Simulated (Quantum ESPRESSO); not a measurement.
# Planted mistakes on one cell of Al3ZnO5F

The results below are calculated, not measured. They come from pw.x of Quantum ESPRESSO 7.5, a plane-wave density functional program, with PseudoDojo standard norm-conserving files (v0.5 for PBE, v0.4.1 for LDA and PBEsol). The cells are made up: elements, strain and atom displacements were drawn at random, and nothing was relaxed. There is no spin polarisation, spin-orbit coupling or dispersion term.

The cell has 10 sites of a corundum lattice. Sites 1 to 4 hold Al Al Zn Al; sites 5 to 10 hold O O F O O O. Cell vectors in Å: (2.337, 1.353, 4.334); (-2.481, 1.345, 4.416); (-0.079, -2.804, 4.409). Settings: PBE, cutoff 1143 eV, 6 x 6 x 6 k mesh shifted by half a step, Fermi-Dirac smearing of 0.025 eV.

The intended run has a self-consistency threshold of 1e-07 eV, a smearing term of 0.000 eV, a pressure of 17.61 GPa and 11 iterations. Each further run changes one thing: all lengths scaled by 0.9866; atoms of sites 6 and 7 exchanged; cutoff 714 eV; files of LDA; k mesh 2 x 2 x 2; one electron added; smearing 0.57 eV; threshold 0.6 eV. A coarse mesh keeps the shift, and a charged cell sits in a uniform background.

| run | change of free energy (eV) | smearing term -TS (eV) | change of P (GPa) | largest change of a force component (eV/Å) | iterations |
| --- | --- | --- | --- | --- | --- |
| A | 0.126 | 0.000 | -11.80 | 0.200 | 3 |
| B | 0.223 | 0.000 | -0.21 | 3.298 | 11 |
| C | -0.021 | -0.122 | 0.25 | 0.024 | 10 |
| D | 3.539 | 0.000 | -14.03 | 0.262 | 10 |
| E | 0.022 | 0.000 | 0.01 | 0.024 | 11 |
| F | 0.506 | 0.000 | 11.65 | 0.329 | 11 |
| G | 7.944 | 0.000 | -94.75 | 0.337 | 10 |
| H | 15.274 | -0.002 | 43.53 | 0.901 | 11 |

A rerun of the intended cell at 1437 eV and k mesh 8 x 8 x 8 moved values by no more than 0.003 eV in the cell's energy, 0.03 GPa in stress and 0.002 eV/Å in force.

Question: which change belongs to which run?

## Worked reading

Run A has the fewest iterations, as a run stopped early does. Run C has the largest smearing term, as wide smearing gives. Run G has a higher energy and the largest fall in pressure, as too small a basis gives. Run F changes the volume by a factor of 0.9603; minus its pressure change over the logarithm of that factor, 288 GPa, is a rough bulk modulus with clamped atoms. Energies from files of another functional, or of a charged cell, have another zero and say nothing on stability; the pressure of a charged cell rests on the program's zero of potential too.

## Key

```
run                            change
  A                  threshold 0.6 eV
  B  atoms of sites 6 and 7 exchanged
  C                  smearing 0.57 eV
  D                      files of LDA
  E                  k mesh 2 x 2 x 2
  F      all lengths scaled by 0.9866
  G                     cutoff 714 eV
  H                one electron added
```